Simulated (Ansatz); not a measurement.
Relaxed Ti (hcp, Mg type):

```xyz
4
Lattice="5.8783 0.0000 0.0000 -1.4696 2.5454 0.0000 2.9391 0.0000 4.6501" Properties=species:S:1:pos:R:3 pbc="T T T"
Ti     5.8783     1.6969     3.4876
Ti     2.9391     1.6969     3.4876
Ti     1.4696     0.8485     1.1625
Ti     4.4087     0.8485     1.1625
```

A phonon eigenvector at L = (0.5, 0.0, 0.5) is frozen into this cell: atom i moves by Q times the vector below, so Q is the largest atomic displacement, in Å. The cell is held. It is one choice among 2 degenerate patterns. (q is in reciprocal vectors of the primitive cell; the cell shown is doubled to hold the pattern.)

```tsv
atom	x	y	z
Ti1	0.835	0.482	0.000
Ti2	-0.835	-0.482	0.000
Ti3	0.000	0.000	1.000
Ti4	0.000	0.000	-1.000
```

The numbers are results of PBE (plane waves to 420 eV, PAW, scalar-relativistic; Ansatz, an electronic-structure program), not measurements. k mesh 18×18×18 (Γ-centred), Fermi-Dirac smearing 0.05 eV. With partly filled bands, energies and forces of such displacements shift with the k mesh and the smearing. Ti is run without spin polarisation. Ti was relaxed with its symmetry unable to fall. 

```
Q (Å)   −dE/dQ from forces (eV/Å)
------  -------------------------
-0.180                      7.701
-0.150                      6.410
-0.120                      5.295
-0.090                      4.180
-0.060                      2.896
-0.030                      1.478
0.000                       0.000
0.030                      -1.478
0.060                      -2.896
0.090                      -4.180
0.120                      -5.295
0.150                      -6.410
0.180                      -7.701
```

What harmonic wavenumber does the curvature at Q = 0 give?

270 cm⁻¹. E″ = 49.60 eV/Å², M = Σ mᵢ|uᵢ|² = 184.8 u, ν̃ = 521.5·√(|E″|/M).

(A displaced cell: forces are minus the slopes of the energy, force constants its curvatures, and phonons follow from these.)
